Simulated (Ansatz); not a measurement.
Density of states of a Mg$_{2}$ZnCd$_{9}$S$_{6}$O$_{6}$ cell (elements on a wurtzite lattice, relaxed), per eV and atom, broadened by Gaussian smearing of width 0.1 eV and averaged over bins of 0.3 eV, from 8 eV under the Fermi level at most up to where the solved bands end.

Computed with DFT PBE, scalar-relativistic, plane waves, PAW in Ansatz 0.2.0.

Plane waves to 420 eV, a k mesh through Γ of 6×4×4 on the computed 24-atom cell and Gaussian smearing (0.10 eV); no spin polarisation.

```
O Mg S Zn Cd
1.0
     5.68756    3.35005    0.00272
     0.05480    6.61026    6.26208
     5.67619   -3.32526    6.33435
O Mg S Zn Cd
6 2 6 1 9
Direct
  0.97019 0.36850 0.01289
  0.99087 0.68603 0.69287
  0.91002 0.78029 0.08808
  0.86769 0.10776 0.78489
  0.37465 0.61839 0.26670
  0.39278 0.28892 0.62748
  0.15729 0.79207 0.16451
  0.73209 0.98487 0.98483
  0.97345 0.00215 0.34963
  0.49337 0.50204 0.84794
  0.46742 0.85997 0.51816
  0.50143 0.17998 0.17827
  0.88492 0.43051 0.44831
  0.39848 0.93781 0.94937
  0.66105 0.29823 0.68171
  0.13536 0.19178 0.83085
  0.18832 0.51704 0.50665
  0.65763 0.68459 0.29649
  0.08341 0.24750 0.22405
  0.06642 0.58681 0.91925
  0.04475 0.92244 0.61271
  0.59166 0.43169 0.10190
  0.62130 0.74008 0.74284
  0.54249 0.12016 0.44877
```

```tsv
E − E_F (eV)	total	Cd 4d	O 2p	S 3p	Cd 5s
-7.90	0.242	0.221	0.008	0.011	0.001
-7.60	3.978	3.655	0.174	0.111	0.016
-7.30	4.463	4.254	0.084	0.076	0.017
-7.00	3.133	2.998	0.033	0.028	0.010
-6.70	0.679	0.613	0.007	0.010	0.005
-6.40	0.005	0.005	0.000	0.000	0.000
-6.10	0.001	0.000	0.000	0.000	0.000
-5.80	0.850	0.031	0.042	0.022	0.009
-5.50	0.537	0.015	0.019	0.009	0.003
-5.20	0.000	0.000	0.000	0.000	0.000
-4.90	0.000	0.000	0.000	0.000	0.000
-4.60	0.126	0.005	0.041	0.043	0.016
-4.30	0.423	0.018	0.147	0.133	0.076
-4.00	0.907	0.039	0.294	0.308	0.211
-3.70	0.674	0.035	0.241	0.204	0.136
-3.40	0.537	0.029	0.225	0.145	0.073
-3.10	0.447	0.022	0.227	0.116	0.035
-2.80	0.667	0.032	0.376	0.171	0.030
-2.50	0.753	0.038	0.444	0.196	0.020
-2.20	0.900	0.048	0.504	0.272	0.016
-1.90	0.967	0.057	0.502	0.340	0.012
-1.60	0.994	0.061	0.443	0.428	0.009
-1.30	1.066	0.062	0.336	0.612	0.008
-1.00	0.686	0.040	0.153	0.459	0.005
-0.70	0.503	0.030	0.085	0.366	0.003
-0.40	0.285	0.018	0.029	0.227	0.001
-0.10	0.065	0.004	0.007	0.052	0.000
0.20	0.003	0.000	0.000	0.000	0.001
0.50	0.002	0.000	0.000	0.000	0.001
0.80	0.029	0.000	0.003	0.005	0.012
1.10	0.021	0.000	0.003	0.004	0.009
1.40	0.058	0.000	0.007	0.011	0.025
1.70	0.073	0.000	0.009	0.014	0.033
2.00	0.112	0.000	0.014	0.021	0.053
2.30	0.166	0.000	0.019	0.028	0.080
2.60	0.224	0.001	0.025	0.033	0.107
2.90	0.214	0.001	0.022	0.027	0.094
3.20	0.303	0.001	0.029	0.037	0.129
3.50	0.229	0.001	0.021	0.028	0.099
3.80	0.230	0.001	0.022	0.023	0.094
4.10	0.340	0.001	0.036	0.031	0.145
```

The columns after the total are the largest Löwdin projections on the valence shells of the potentials, so they needn't add up, and the weight of a shell that a potential lacks goes to other orbitals. The cell has a gap on the mesh of 0.28 eV.

Cost: 2 runs of about 12 core-minutes in all (earlier runs that led there not counted), on Intel Xeon 6975P-C (Granite Rapids) (shared hosts).